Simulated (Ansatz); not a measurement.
TaCuN$_{2}$: stiffness from a series of strains

```xyz
4
Lattice="1.5680 0.9053 5.8127 -1.5680 0.9053 5.8127 0.0000 -1.8106 5.8127" Properties=species:S:1:pos:R:3 pbc="T T T"
Ta    0.0000    0.0000    8.7190
Cu    0.0000    0.0000    0.0000
N     0.0000    0.0000    2.0751
N     0.0000    0.0000   15.3629
```

Atom numbers follow the list: Ta1, Cu2, N3, N4.

The cell comes from COD entry 4030363, which wasn't checked; take it as a given geometry.

Spin–orbit coupling is left out, though it moves levels of the heavy atoms by tenths of an eV or more.

All numbers below come from DFT, PBEsol, all-electron LAPW, scalar-relativistic (Ansatz 0.2.0).

The runs use a Γ-centred 12×12×12 k mesh, Fermi–Dirac smearing of 0.05 eV, basis error target 1 meV/atom, no spin polarisation.

The strain is applied along the Cartesian axes of the cell as listed (the other components stay zero). Fractional coordinates are held (clamped ions).

σ is the change of stress from the unstrained cell, which is at 17.30 GPa; tension is positive, so slopes are stress–strain coefficients at that pressure.

Only quantities that a quadratic follows smoothly over the whole series are listed; rougher ones are left out.

```tsv
εzz	σzz (GPa)	σxx (GPa)
-0.0200	-4.48	-3.97
0.0000	0.00	0.00
0.0100	1.97	1.87
0.0200	3.79	3.67
```

Q: Fit the series and read off the stiffness at zero strain.

A: Least-squares fits y = p0 + p1 x + p2 x² to the rows give σzz (GPa): p1 = 207, p2 = -850; σxx (GPa): p1 = 191, p2 = -370. So C33 = 207 GPa and C13 = 191 GPa, for these axes.

Q: One run, at εzz = -0.0100, is withheld. Predict its row.

A: The fits give -2.16, -1.95; the run gave -2.14, -1.95.
